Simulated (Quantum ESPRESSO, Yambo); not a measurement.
KScMo2O8 (space group P-3m1, No. 164): one geometry, one set of LDA (Quantum ESPRESSO, PseudoDojo norm-conserving, 84 Ry, no spin-orbit coupling) orbitals, self-energies from Yambo (3×3×2 Γ-centred k mesh, bands 4 to 249 and a 6 Ry block in the screening, 249 bands in G with the Bruneval-Gonze terminator, plasmon pole fitted at 27.2 eV).

| level | gap Γ → Γ (eV) |
|---|---|
| LDA (Quantum ESPRESSO) | 3.40 |
| exchange only (Hartree-Fock self-energy on LDA orbitals) | … |
| static COHSEX@LDA | … |
| G0W0@LDA, plasmon pole | 5.93 |

Task: Fill in the missing entries.

Result: 
- exchange only (Hartree-Fock self-energy on LDA orbitals), gap Γ → Γ (eV): 14.26
- static COHSEX@LDA, gap Γ → Γ (eV): 6.66

Bare exchange has no screening and gives the widest gap; static COHSEX screens it but leaves out the frequency dependence, which G0W0 restores.

Nearest settings tried, and what they do to the gap: 168 bands in W, 168 bands in G: +51 meV; 5 Ry block (287 vectors against 401): +0 meV. Not varied: mesh. So the settings aren't converged at that level.

Geometry of the Materials Project entry, not relaxed at this level; primitive cell a = b = 5.885 Å, c = 7.405 Å, α = β = 90.00°, γ = 120.00°.

The structure is a Materials Project entry; no match was found in the copy of COD used, and its stability was not checked.
